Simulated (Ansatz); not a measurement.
MnRh (CsCl type, Pm-3m) at seven volumes, r²SCAN in the plane-wave PAW code Ansatz, scaled uniformly. One row is withheld.

```csv
V (Å³/atom),P (GPa)
12.576,22.52
12.990,?
13.405,6.10
13.819,0.00
14.234,-4.95
14.649,-8.86
15.063,-11.72
```

Question: Fit the shown pressures and predict the withheld one.

Answer: Third-order Birch–Murnaghan: P = (3/2)B₀(x^(7/2) − x^(5/2))[1 + (3/4)(B′ − 4)(x − 1)] with x = (V₀/V)^(2/3). Least squares on the six rows gives V₀ = 13.818 Å³/atom, B₀ = 179.4 GPa, B′ = 6.17. At V = 12.990, x = 1.0421 and P = 13.40 GPa. The run itself gave 13.54 GPa.

The workflow started from an entry of the Crystallography Open Database (COD), which files this formula under 2 space groups. Its standing as an ambient phase is unchecked. The r²SCAN relaxation kept the symmetry of its start; whether a distortion lowers the energy is not shown. Magnetic state: ferromagnetic, chosen from 4 collinear starts compared on coarse meshes (ties went to the first, and starts can fall back to one state), not a proven ground state. Other orbital occupations within this spin state were not tried.

Potentials: the later of the program's two PAW sets.
